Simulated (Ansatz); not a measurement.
Polymorphs of SiC, each relaxed with plane-wave PAW PBEsol (Ansatz code):

A: CsCl type (Pm-3m)
a = 2.6195 Å, b = 2.6195 Å, c = 2.6195 Å, α = 90.00°, β = 90.00°, γ = 90.00°

```json
[
 {"atom": "Si", "site": "1a", "symmetry": "m-3m", "x": "0.0000", "y": "0.0000", "z": "0.0000"},
 {"atom": "C", "site": "1b", "symmetry": "m-3m", "x": "0.5000", "y": "0.5000", "z": "0.5000"}
]
```

B: 4H polytype (P6_3mc)
a = b = 3.078 Å, c = 10.076 Å, α = β = 90.00°, γ = 120.00°

| atom | site | symmetry | x | y | z |
|---|---|---|---|---|---|
| Si | 2b | 3m. | 0.3333 | 0.6667 | 0.4378 |
| Si | 2a | 3m. | 0.0000 | 0.0000 | 0.1879 |
| C | 2b | 3m. | 0.3333 | 0.6667 | 0.2498 |
| C | 2a | 3m. | 0.0000 | 0.0000 | 0.0004 |

Problem. Order them by energy per atom at 0 K (lowest first) at the level PBEsol.

Solution. B (+0 meV/atom), A (+1998 meV/atom)

Problem. Give each one's gap.

Solution. A no gap; B 2.12 eV.

Constructed cells (a structure type filled with these elements, in neither database checked): A. Not the usual ambient phase: A. Unstable at this level: A. All cells were relaxed under the symmetry of their starts (and spin orders); stability against distortions was not tested throughout.

Energies hold the estimated change up to a 700 eV cutoff; steps of a few meV lie near the error of the meshes.

Potentials: the earlier of the program's two PAW sets. The files were generated under PBE; for other functionals the program regenerates the frozen cores, and for LDA and PBEsol the local potential too.
